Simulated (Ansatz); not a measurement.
## Elastic constants of Bi: input and output

Theory: DFT PBE, scalar-relativistic, plane waves, PAW in Ansatz.

Launched with:
```bash
ansatz run input.yaml --threads 1 --pin off --max-ram 3072MiB --backend cpu --events-out ev --progress --plain --runs-dir out
```

Input (bare energies are in eV):
```yaml
crystal:
  lattice:
    - [2.2908411182, 1.3226177363, 4.0545670767]
    - [-2.2908411182, 1.3226177363, 4.0545670767]
    - [0.0, -2.6452354726, 4.0545670767]
  atoms:
    - { symbol: Bi, position: [0.2339139682, 0.2339139682, 0.2339139682] }
    - { symbol: Bi, position: [0.7660860318, 0.7660860318, 0.7660860318] }
basis:
  ecutwfc: 420
kpoints:
  mp_grid: { grid: [12, 12, 12] }
hamiltonian:
  xc: pbe
scf:
  occupations: { method: fermi_dirac, width: 0.15 }
output:
  forces: true
  stress: true
  eigenvalues: true
elastic:
  mode: relaxed_ion
  amplitude: 0.005
```

From the output:
```
--- Elastic constants: 3 strain directions × 4 members + reference (group order 12) ---
  dense FFT box of the reference and of every strained cell: 36×36×36
  strains applied: 11, 33, 23; error gains: componentwise 1.00 (the most a stress slope's error grows in a printed constant), spectral 1.41 (1 for all six strains in a standard setting)
  C = ∂σ_k/∂η_j (tension-positive GPa; Voigt order 11 22 33 23 13 12):
        60.435     24.519     19.943     -4.493      0.000      0.000
        24.519     60.435     19.943      4.493      0.000      0.000
        19.939     19.939     27.547      0.000      0.000      0.000
        -4.493      4.493     -0.000      6.841      0.000      0.000
        -0.000      0.000      0.000      0.000      6.841     -4.493
         0.000     -0.000      0.000     -0.000     -4.493     17.958
  reference stress σ⁰ (GPa):      0.000      0.000      0.002      0.000      0.000     -0.000
  C* (energy form; C + prestress term) asymmetry max|C*_kj − C*_jk| = 1.985e-3 GPa — a small one proves nothing (zero by symmetry where the batch's group is 432, −43m or m−3m); a large one is finite-difference/SCF noise where every solve ...
  moduli (Voigt/Reuss/Hill, GPa): K = 30.80/25.63/28.21   G = 11.93/8.30/10.11   E = 27.10   ν = 0.340
  mechanically stable: yes (min eigenvalue of sym C = 5.25 GPa)
  strain η (Voigt 11):  stress-route row diagonal C_11 = 60.43 GPa, energy-path curvature d²(F+E_count+ΔE)/dδ²/Ω₀ = 60.44 GPa
    cells at ±δ against ±2δ: C11 60.41 and 60.35 GPa, apart by 0.10 % of the column's largest entry
         δ    σ_11 (GPa) F (eV) n_scf n_hpsi n_pw
    -1.000e-2      -0.6166      -24793.1140824       2  102437   1447   relax 5 steps, max|allowed force component| 4.20e-6 eV/Å
    -5.000e-3      -0.3052      -24793.1151424       2  102422   1454   relax 3 steps, max|allowed force component| 1.28e-5 eV/Å
     5.000e-3       0.2989      -24793.1151476       2  102804   1476   relax 3 steps, max|allowed force component| 6.98e-6 eV/Å
     1.000e-2       0.5904      -24793.1141254       2  102967   1480   relax 3 steps, max|allowed force component| 7.72e-6 eV/Å
  strain η (Voigt 33):  stress-route row diagonal C_33 = 27.55 GPa, energy-path curvature d²(F+E_count+ΔE)/dδ²/Ω₀ = 27.55 GPa
    cells at ±δ against ±2δ: C13 19.95 and 19.97 GPa, apart by 0.09 % of the column's largest entry
         δ    σ_33 (GPa) F (eV) n_scf n_hpsi n_pw
    -1.000e-2      -0.2893      -24793.1148435       2   40354   1447   relax 5 steps, max|allowed force component| 1.09e-8 eV/Å
    -5.000e-3      -0.1397      -24793.1153365       2   40400   1457   relax 3 steps, max|allowed force component| 1.44e-5 eV/Å
     5.000e-3       0.1358      -24793.1153358       2   40876   1475   relax 3 steps, max|allowed force component| 7.67e-6 eV/Å
     1.000e-2       0.2622      -24793.1148759       2   41039   1481   relax 3 steps, max|allowed force component| 2.66e-5 eV/Å
  strain η (Voigt 23):  stress-route row diagonal C_44 = 6.84 GPa, energy-path curvature d²(F+E_count+ΔE)/dδ²/Ω₀ = 6.85 GPa
    cells at ±δ against ±2δ: C24 4.52 and 4.58 GPa, apart by 0.98 % of the column's largest entry
         δ    σ_23 (GPa) F (eV) n_scf n_hpsi n_pw
    -1.000e-2      -0.0691      -24793.1153336       2  102496   1466   relax 5 steps, max|allowed force component| 2.34e-5 eV/Å
    -5.000e-3      -0.0343      -24793.1154529       2  102652   1468   relax 4 steps, max|allowed force component| 1.95e-6 eV/Å
     5.000e-3       0.0343      -24793.1154539       2  102483   1467   relax 3 steps, max|allowed force component| 3.25e-5 eV/Å
     1.000e-2       0.0690      -24793.1153357       2  102719   1462   relax 4 steps, max|allowed force component| 1.88e-5 eV/Å
```

Time: 48 min on 1 thread of Intel(R) Xeon(R) Processor @ 2.50GHz (Skylake/Cascade Lake) (shared host), peak memory 0.95 GiB.

In a metal, frequencies and elastic constants depend on the k mesh and the smearing, soft modes and shear constants most. Spin–orbit coupling is left out, which can shift energies with elements as heavy as these.

The least eigenvalue is 5.3 GPa; in a metal on this mesh the verdict on stability isn't firm within about 20 GPa or a tenth of the bulk modulus.